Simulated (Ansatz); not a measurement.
## Vibrational response of NbMo$_{2}$S$_{6}$

The calculation used DFT PBE, scalar-relativistic, plane waves, PAW (Ansatz). Cutoff 420 eV, 12×12×2 k-points (Γ-centred), Fermi-Dirac smearing of 0.15 eV. No spin polarisation. Phonons by linear response, acoustic sum rule imposed.

Relaxed structure:
```
Nb Mo S
1.0
     3.24065    0.00000    0.00000
    -1.62033    2.80649    0.00000
     0.00000    0.00000   27.94511
Nb Mo S
1 2 6
Direct
  0.66667 0.33333 0.00000
  0.33333 0.66667 0.75287
  0.33333 0.66667 0.24713
  0.33333 0.66667 0.05722
  0.66667 0.33333 0.80813
  0.66667 0.33333 0.30239
  0.33333 0.66667 0.94278
  0.66667 0.33333 0.69761
  0.66667 0.33333 0.19187
```

It was reached by relaxing an invented guess, and it needn't be the stable form of this composition. In a metal, frequencies depend on the k mesh and the smearing, soft modes most. No dispersion correction is applied, so modes and constants that involve weak contacts between layers, chains or molecules come out too soft.

Optical modes at Γ:
| frequency (cm⁻¹) | degeneracy |
| --- | --- |
| ≈0 | 2 |
| 7 | 2 |
| 7 | 1 |
| 13 | 1 |
| 217 | 2 |
| 270 | 4 |
| 306 | 2 |
| 364 | 4 |
| 374 | 1 |
| 393 | 1 |
| 393 | 1 |
| 402 | 1 |
| 447 | 1 |
| 447 | 1 |

All 24 optical modes at Γ are real: no displacement of atoms at fixed cell lowers the energy to second order. Strains and modes at other wave vectors aren't tested by this run.
